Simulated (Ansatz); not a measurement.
Elastic constants of SrO at 5.4 GPa (stress–strain coefficients): input and output

All numbers below come from DFT r2SCAN, scalar-relativistic, plane waves, PAW in Ansatz 0.2.0.

Launched with:
```bash
ansatz run input.yaml --threads 1 --pin off --max-ram 2560MiB --backend cpu --events-out ev --progress --plain --runs-dir out
```

Input (bare energies are in eV):
```yaml
crystal:
  lattice:
    - [0.0, 2.5363, 2.5363]
    - [2.5363, 0.0, 2.5363]
    - [2.5363, 2.5363, 0.0]
  atoms:
    - { symbol: Sr, position: [0.0, 0.0, 0.0] }
    - { symbol: O, position: [0.5, 0.5, 0.5] }
basis:
  ecutwfc: 500
kpoints:
  mp_grid: { grid: [8, 8, 8] }
hamiltonian:
  xc: r2scan
scf:
  occupations: { method: fixed }
output:
  forces: true
  stress: true
  eigenvalues: true
elastic:
  mode: relaxed_ion
  stencil: two_point
```

From the output:
```
--- Elastic constants: 2 strain directions × 2 members + reference (group order 48) ---
  dense FFT box of the reference and of every strained cell: 27×27×27
  strains applied: 11, 23; error gains: componentwise 1.00 (the most a stress slope's error grows in a printed constant), spectral 1.73 (1 for all six strains in a standard setting)
  C = ∂σ_k/∂η_j (tension-positive GPa; Voigt order 11 22 33 23 13 12):
       234.994     57.936     57.936      0.000      0.000     -0.000
        57.936    234.994     57.936     -0.000      0.000      0.000
        57.936     57.936    234.994     -0.000     -0.000      0.000
         0.000     -0.000     -0.000     54.174      0.000      0.000
         0.000     -0.000     -0.000     -0.000     54.174      0.000
        -0.000      0.000      0.000      0.000     -0.000     54.174
  reference stress σ⁰ (GPa):     -5.369     -5.369     -5.369     -0.000      0.000     -0.000
  C* (energy form; C + prestress term) asymmetry max|C*_kj − C*_jk| = 4.263e-14 GPa — a small one proves nothing (zero by symmetry where the batch's group is 432, −43m or m−3m); a large one is finite-difference/SCF noise where every solve ...
  moduli (Voigt/Reuss/Hill, GPa): K = 116.96/116.96/116.96   G = 67.92/64.13/66.02   E = 166.70   ν = 0.262
  mechanically stable: yes (min eigenvalue of sym C = 54.17 GPa)
  strain η (Voigt 11):  stress-route row diagonal C_11 = 234.99 GPa, energy-path curvature d²(F+E_count+ΔE)/dδ²/Ω₀ = 235.01 GPa
         δ    σ_11 (GPa) F (eV) n_scf n_hpsi n_pw
    -2.000e-3      -5.8443       -4127.0256576       8   15065    869   relax 0 steps, max|allowed force component| 2.96e-30 eV/Å
     2.000e-3      -4.9043       -4127.0300327       6   13225    869   relax 0 steps, max|allowed force component| 7.10e-30 eV/Å
  strain η (Voigt 23):  stress-route row diagonal C_44 = 54.17 GPa, energy-path curvature d²(F+E_count+ΔE)/dδ²/Ω₀ = 56.87 GPa
         δ    σ_23 (GPa) F (eV) n_scf n_hpsi n_pw
    -2.000e-3      -0.1083       -4127.0279175       8   24654    869   relax 0 steps, max|allowed force component| 5.25e-29 eV/Å
     2.000e-3       0.1083       -4127.0279175       5   18994    869   relax 0 steps, max|allowed force component| 2.25e-29 eV/Å
```

It took 10 s on 1 thread of Intel(R) Xeon(R) 6975P-C (Granite Rapids), on a shared host, peak memory 0.49 GiB.

The cell is the ideal cubic rocksalt prototype.